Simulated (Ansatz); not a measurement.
Relaxed-ion elastic tensor of NiSb (NiAs type, space group No. 194) in GPa (Voigt order), PBEsol in the plane-wave PAW code Ansatz; density 8.90 g/cm³, 16.83 Å³ per atom.

```json
[
 {"": "1", "1": "196", "2": "105", "3": "90.2", "4": "0.0", "5": "0.0", "6": "0.0"},
 {"": "2", "1": "105", "2": "196", "3": "90.2", "4": "0.0", "5": "0.0", "6": "0.0"},
 {"": "3", "1": "90.2", "2": "90.2", "3": "204", "4": "0.0", "5": "0.0", "6": "0.0"},
 {"": "4", "1": "0.0", "2": "0.0", "3": "0.0", "4": "69.8", "5": "0.0", "6": "0.0"},
 {"": "5", "1": "0.0", "2": "0.0", "3": "0.0", "4": "0.0", "5": "69.8", "6": "0.0"},
 {"": "6", "1": "0.0", "2": "0.0", "3": "0.0", "4": "0.0", "5": "0.0", "6": "45.9"}
]
```

Is the crystal mechanically stable?

Yes: the smallest eigenvalue of C is 45.9 GPa.

Work out the Voigt, Reuss and Hill averages.

K_V = 130, K_R = 130, K_H = 130; G_V = 57.9, G_R = 55.9, G_H = 56.9 GPa.

Give Young's modulus, Poisson's ratio, Pugh's ratio and the universal anisotropy index.

E = 9KG/(3K + G) = 149 GPa; ν = 0.31; K/G = 2.28 (ductile by the Pugh limit of 1.75); A_U = 5G_V/G_R + K_V/K_R − 6 = 0.18.

Estimate the sound speeds and the Debye temperature.

v_l = √((K + 4G/3)/ρ) = 4800 m/s, v_t = √(G/ρ) = 2530 m/s, mean 2830 m/s; Θ = (h/k)(3n/4πV)^(1/3) v_m = 328 K.

Solve the Christoffel equation for the three sound speeds along x, y, z.

Eigenvalues of C_ijkl n_j n_l equal ρv². In km/s, slowest first: x 2.27, 2.80, 4.70; y 2.27, 2.80, 4.70; z 2.80, 2.80, 4.78.

How much does each axis shrink under pressure?

Linear compressibilities β_i = Σ_j S_ij (j = 1 to 3): x 2.5, y 2.5, z 2.7 per TPa.

Space group P6_3/mmc (NiAs type). Symmetry was held in the PBEsol relaxation; of distortions, only those at the zone centre were tested. The run is not spin-polarised. As this level gives no gap, shear constants depend on the k-mesh and smearing (Fermi–Dirac, 0.1 eV here). On the denser mesh and wider smearing of the elastic run this cell carries a stress of 0.3 GPa. Spin–orbit coupling is left out wherever it is not named.

Potentials: the later of the program's two PAW sets.
